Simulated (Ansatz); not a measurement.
**Structure search: one ScBF6 candidate**

Level of theory: DFT PBE, scalar-relativistic, plane waves, PAW in Ansatz. Cutoff 420 eV, Gaussian smearing, Γ-centred meshes. Cell and atoms relax first on a coarse mesh and then on a finer one. In between, the cell is made exact in the group found at 0.06 Å. In metals the finer mesh still leaves noise of several meV/atom or more. The steps can't lower the symmetry of their start. No spin polarisation.

The cell of ScBF6 is invented: random cell by space group and Wyckoff sites (Pm-3m, No. 221). The dimensions are guesses.

```xyz
8
Lattice="4.6045 0.0000 0.0000 0.0000 4.6045 0.0000 0.0000 0.0000 4.6045" Properties=species:S:1:pos:R:3 pbc="T T T"
Sc    2.3022    2.3022    2.3022
B     0.0000    0.0000    0.0000
F     1.7449    0.0000    0.0000
F     2.8596    0.0000    0.0000
F     0.0000    1.7449    0.0000
F     0.0000    2.8596    0.0000
F     0.0000    0.0000    1.7449
F     0.0000    0.0000    2.8596
```

Formation energies are uncorrected and refer to the elements' standard structures at the same level (F₂ as a molecule).

Task: Describe the relaxed structure.

Result: The symmetry stays Pm-3m (No. 221). The volume per atom grows by 58.3 %, from 12.2 to 19.3 Å³. The shortest distance goes from 1.11 Å (F–F) to 1.58 Å (B–F). The energy falls by about 4.6 eV/atom (the start's value is from the coarse mesh). Conventional cell: a = 5.366 Å. Sc has 24 F at 3.95 Å (long contacts); B is surrounded by 6 F at 1.58 Å; F has 1 B at 1.58 Å, 5 F at 2.21–2.23 Å, 1 F at 3.16 Å, 1 B at 3.79 Å and 4 Sc at 3.95 Å.

```cif
data_structure
_symmetry_space_group_name_H-M 'P 1'
_symmetry_Int_Tables_number 1
_cell_length_a 5.3658
_cell_length_b 5.3658
_cell_length_c 5.3658
_cell_angle_alpha 90.000
_cell_angle_beta 90.000
_cell_angle_gamma 90.000
_cell_volume 154.49
loop_
_atom_site_label
_atom_site_type_symbol
_atom_site_fract_x
_atom_site_fract_y
_atom_site_fract_z
_atom_site_occupancy
Sc1 Sc 0.50000 0.50000 0.50000 1
B1 B 0.00000 0.00000 0.00000 1
F1 F 0.29450 0.00000 0.00000 1
F2 F 0.70550 0.00000 0.00000 1
F3 F 0.00000 0.29450 0.00000 1
F4 F 0.00000 0.70550 0.00000 1
F5 F 0.00000 0.00000 0.29450 1
F6 F 0.00000 0.00000 0.70550 1
```

Task: Give its energy and gap.

Result:

* Energy over the elements: −1.16 eV/atom
* Gap on the 8×8×8 mesh of the 8-atom cell: 0 eV (a metal)

Whether it is stable depends on the other phases of the system, which aren't compared here.

The last run used Gaussian smearing of 0.10 eV. No dispersion correction is applied, so the spacing and binding between layers, chains or molecules are poorly described. The cell is a metal run without spin; a magnetic state may lie lower. Symmetry constrained the relaxation, so the result can be a saddle point.
